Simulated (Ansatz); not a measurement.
# Cold compression of Cu (diamond type)

```
CELL_PARAMETERS angstrom
0.00000 2.57435 2.57435
2.57435 0.00000 2.57435
2.57435 2.57435 0.00000
ATOMIC_POSITIONS crystal
Cu 0.87500 0.87500 0.87500
Cu 0.12500 0.12500 0.12500
```

The cell comes from a relaxation on PAW files under the same functional, begun from a prototype that needn't be the stable phase.

Its volume is scaled at fixed shape and fractional positions.

Computed with Ansatz 0.2.0; functional LDA, scalar-relativistic. Settings: a Γ-centred 15×15×15 k mesh, Fermi–Dirac smearing of 0.08 eV, no spin polarisation. Methods: LAPW: all electrons, basis error target 1 meV/atom; PAW: frozen-core files, cutoff 420 eV; crystal datasets: all electrons, by PAW datasets that the program makes for each cell; norm-conserving: pseudopotentials, cutoff 1252 eV; PAW (cutoff 300 eV): frozen-core files, cutoff 300 eV.

Energies are extrapolated to zero smearing and count from the unscaled cell; pressure is positive in compression; gaps take the mesh and a band path. No temperature or zero-point motion is included.

The PAW files were made under PBE. The structure type is held throughout; the real material can change phase at far lower pressure.

| V/V0 | V (Å³/atom) | P LAPW (GPa) | ΔE LAPW (eV/atom) | P PAW − LAPW (GPa) | ΔE PAW − LAPW (meV/atom) |
| --- | --- | --- | --- | --- | --- |
| 1.00 | 17.06 | 0.07 | 0.000 | -0.07 | 0.0 |
| 0.90 | 15.35 | 10.84 | 0.052 | -0.13 | -1.0 |
| 0.80 | 13.65 | 30.5 | ? | -0.23 | -2.9 |
| 0.70 | 11.94 | 67.1 | 0.760 | -0.39 | -6.1 |
| 0.60 | 10.24 | 138.5 | 1.811 | -1.23 | -13.2 |
| 0.50 | 8.53 | 287.7 | 3.977 | -7.77 | -50.6 |
| 0.40 | 6.82 | 636.3 | 8.618 | -47.87 | -286.7 |

(1) What belongs in the row "0.80", column "ΔE LAPW (eV/atom)"?

(2) Fit the Vinet equation to the LAPW pressures over the whole range, with residuals weighted by 1/(|P| + 0.03·Pmax).

(3) From the table, what is the rise of the enthalpy H = E + pV up to the last row, and how stiff is the crystal between the last two rows?

(4) At the smallest volume, how far do crystal datasets and norm-conserving and PAW (cutoff 300 eV) lie from LAPW in pressure?

(5) How do the Löwdin populations by LAPW change from the unscaled cell to the last row?

Answers

(1) 0.262.

(2) V0 = 17.11 Å³/atom, B0 = 73.1 GPa and B0′ = 5.48, and the fit misses no point by more than 7 GPa. A fit over so wide a range pins B0 less well than one near rest.

(3) ΔH = 8.618 eV + (636.3 GPa × 6.82 Å³ − 0.07 GPa × 17.06 Å³) × 0.006242 eV/(GPa·Å³) = 35.71 eV/atom, of which pV makes 76 %. The mean bulk modulus there is −ΔP/Δln V = 1560 GPa.

(4) crystal datasets: 0.00 GPa; norm-conserving: +0.49 GPa; PAW (cutoff 300 eV): -51.32 GPa, on a LAPW pressure of 636.3 GPa.

(5) Cu 3s 1.99 → 1.96, Cu 4s 1.10 → 1.06, Cu 3d 9.82 → 9.85 electrons an atom. These are projections on the shells that the free atoms fill; 0.20 e a cell lies outside them at the start and 0.29 e at the end.
